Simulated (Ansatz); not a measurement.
Data:

Ti₅Si:
```
Ti5Si
1.0
    2.51638     1.45284     4.42183
   -2.51638     1.45284     4.42183
    0.00000    -2.90567     4.42183
Ti Si
5 1
Cartesian
  0.00000   0.00000   2.00499
  0.00000   0.00000  11.26051
  0.52220   1.45284   4.42183
 -1.51929  -0.27418   4.42183
  0.99709  -1.17865   4.42183
  0.00000   0.00000   6.63275
```

This is the r²SCAN-relaxed structure.

Question: All from r²SCAN (plane waves, PAW; program Ansatz), unless another level is named. Predict the electronic character.

Answer: metallic (no gap).

Question: Predict the formation energy from the elements (no fitted shifts).

Answer: -0.30 eV/atom.

Question: And the density of states at the Fermi level?

Answer: 0.71 states/eV per atom (mean over ±0.08 eV).

Space group R32. The first step of the workflow began from a Materials Project structure, measured or hypothetical; the Crystallography Open Database copy checked does not list it. Its standing as an ambient phase is unchecked. The r²SCAN relaxation kept the symmetry of its start; its stability against distortions is not shown here. No spin polarisation was allowed. The references are the lowest solids computed at this level, not always the standard phases.

Potentials: the later of the program's two PAW sets.
